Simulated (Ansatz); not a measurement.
Problem. CdTe (CsCl type, Pm-3m) is relaxed with DFT-PBEsol in the program Ansatz with PAW potentials. What lattice parameters of the conventional cell result?

Solution. a = 3.702 Å.

Problem. Is it a metal or does it have a gap at this level?

Solution. No gap at this level.

The start of the workflow was typed in or built on a structure type; neither database checked (COD, Materials Project) lists it. It is not the phase usual at ambient conditions (space group No. 216). The cell was relaxed with PBEsol under the symmetry of its start. At this level the phase is mechanically unstable. Spin–orbit coupling is left out wherever it is not named.

Potentials: the later of the program's two PAW sets.
